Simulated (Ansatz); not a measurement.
RbCl:
```
CELL_PARAMETERS angstrom
      0.00000     3.34952     3.34952
      3.34952     0.00000     3.34952
      3.34952     3.34952     0.00000
ATOMIC_POSITIONS crystal
  Rb 0.00000 0.00000 0.00000
  Cl 0.50000 0.50000 0.50000
```

Cartesian axes are those of the cell as given.

### Question
Give the high-frequency dielectric tensor and the Born effective charge tensors of the independent atoms from DFPT, PBE (plane waves, PAW; program Ansatz).

### Answer

ε∞:
```
2.28  0.00  0.00
0.00  2.28  0.00
0.00  0.00  2.28
```
Z* of atom 1 (Rb), rows: field, columns: displacement, in e:
```
1.17  0.00  0.00
0.00  1.17  0.00
0.00  0.00  1.17
```
Z* of atom 2 (Cl), rows: field, columns: displacement, in e:
```
-1.17   0.00   0.00
 0.00  -1.17   0.00
 0.00   0.00  -1.17
```

Static charges for comparison (Bader): Rb1 +0.85, Cl2 -0.85 e. Born charges measure polarisation by displacement and can exceed these by far.

Space group Fm-3m (rock salt). The PBE relaxation kept the symmetry of its start; phonons on a q-mesh show no instability. Spin–orbit coupling is left out wherever it is not named.

Potentials: the later of the program's two PAW sets.
